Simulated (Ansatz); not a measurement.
Put Ho4Pd in F-43m (No. 216): Ho on 16e; Pd on 4b.

These are results of DFT PBE, scalar-relativistic, plane waves, PAW, and for the lanthanide a 4f-in-core norm-conserving potential (Ansatz 0.2.0), not measurements. Cutoff 690 eV, Γ-centred mesh, Gaussian smearing, no spin polarisation.

The zero of energy is the elements' standard structures at the same level; no fitted shifts are applied.

Question: Which cell and coordinates does it relax to?

Answer:

Space group F-43m (No. 216). a = 8.834 Å, b = 8.834 Å, c = 8.834 Å, α = 90.00°, β = 90.00°, γ = 90.00°
```json
{"atom": "Ho", "site": "16e", "symmetry": ".3m", "x": "0.3738", "y": "0.3738", "z": "0.1262"}
{"atom": "Pd", "site": "4b", "symmetry": "-43m", "x": "0.5000", "y": "0.0000", "z": "0.0000"}
```

Around Ho lie 6 Ho at 3.09–3.15 Å and 3 Pd at 3.66 Å; around Pd lie 12 Ho at 3.66 Å. Another local minimum with the same sites may exist.

Question: And its energy and gap?

Answer: The energy over the elements is +0.85 eV/atom. The gap on the 8×8×8 mesh of the 5-atom cell is 0 eV (a metal). It can't be a ground state, since the elements alone are lower.

The last run used Gaussian smearing of 0.10 eV. Trial moments died out on the coarse mesh, so the last step has no spin; another magnetic start might hold. Symmetry constrained the relaxation, so the result can be a saddle point. Another cell of Ho4Pd relaxed alike, in Pm-3m, lies 0.96 eV/atom lower, so this cell isn't the stable form at this level.

The lanthanide is trivalent by construction, without f bands, f moments or other valences. The reference runs of the other elements, and any phases without the lanthanide, used 420 eV, which shifts energies against them by under 10 meV/atom. The lanthanide's reference is the lowest of its hcp, dhcp and fcc cells.
